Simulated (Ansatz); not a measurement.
The start is a generated cell, Hf built in the AFLOW prototype A_oF8_70_a. Cell shape, volume and atoms are optimised at zero target pressure with PBE (plane waves to 420 eV, PAW, scalar-relativistic; Ansatz, a first-principles code). The first steps use a coarse 12×12×12 k-mesh.

Initial structure:
```
Hf
1.0
    0.00000     2.85485     5.02947
    1.56333     0.00000     5.02947
    1.56333     2.85485     0.00000
Hf
2
Direct
  0.25000   0.25000   0.25000
  0.00000   0.00000   0.00000
```

Task: By how much does the energy per atom fall from start to end?

Result: 0.02 eV/atom.

Task: How do the shortest distances between atoms change?

Result: The closest pairs of elements (up to four, under 3.6 Å), start → end: Hf–Hf 3.00 → 3.04 Å.

Task: Is the relaxed structure metallic? Give its gap.

Result: Zero (metallic).

The space group stays Fddd (No. 70) (the run could not lower it); the end is AFLOW prototype A_oF8_70_a, with 2 atoms in the primitive cell. Final values are on a 18×18×18 k-mesh of the relaxed cell. No spin polarisation in the result.

The run could not lose the symmetry of its start, so the end can be a saddle point.

All atoms sit on sites fixed by symmetry, so only the cell could relax.

The relaxed structure here is a generated cell of Hf: the first start was made by placing the elements on the sites of a structure type, and the end was not matched to a known phase here, so it may be hypothetical. Known forms of Hf include space group No. 194.
